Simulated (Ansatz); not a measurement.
AgI:
```yaml
crystal:
  lattice:
    - [0.00000, 3.31405, 3.31405]
    - [3.31405, 0.00000, 3.31405]
    - [3.31405, 3.31405, 0.00000]
  atoms:
    - { symbol: Ag, position: [0.00000, 0.00000, 0.00000] }
    - { symbol: I, position: [0.25000, 0.25000, 0.25000] }
```

DFT-PBE in the program Ansatz with PAW potentials gives a gap of 1.34 eV without spin–orbit coupling, maximum at Γ, minimum at Γ.

### Question
What happens when spin–orbit coupling is switched on?

### Answer
The gap decreases by 0.22 eV, to 1.12 eV; maximum on the K–Γ line, 97 % of the way from K, minimum at Γ.

### Question
How large is the spin–orbit splitting of the valence top at Γ?

### Answer
The fourfold level lies 0.64 eV above the split-off pair.

Space group F-43m (zinc blende). The cell was relaxed with PBE under the symmetry of its start. The run is not spin-polarised.

Potentials: the later of the program's two PAW sets.
